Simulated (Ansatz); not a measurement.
Given:

NbRu:
```yaml
crystal:
  lattice:
    - [0.00000, 2.58161, 2.58161]
    - [2.58161, 0.00000, 2.58161]
    - [2.58161, 2.58161, 0.00000]
  atoms:
    - { symbol: Ru, position: [0.00000, 0.00000, 0.00000] }
    - { symbol: Nb, position: [0.50000, 0.50000, 0.50000] }
```

This is the r²SCAN-relaxed structure.

**Question.** All from the program Ansatz at the r²SCAN level (PAW), unless another level is named. Predict the bulk modulus (Birch–Murnaghan fit).

**Answer.** 2000 kbar.

**Question.** What about the elastic constants (relaxed ions, GPa)?

**Answer.** C11 = 341, C12 = 130, C44 = -15.9.

Space group Fm-3m (rock salt). The start of the workflow was typed in or built on a structure type; neither database checked (COD, Materials Project) lists it. COD files the formula under space group No. 123, 221. Whether it is the stable phase at ambient conditions was not checked. The cell was relaxed with r²SCAN under the symmetry of its start. At this level the phase is mechanically unstable. No spin polarisation was allowed. Its formation energy is positive at this level, so the cell may be metastable or incomplete. As this level gives no gap, shear constants depend on the k-mesh and smearing (Fermi–Dirac, 0.1 eV here).

Potentials: the later of the program's two PAW sets.
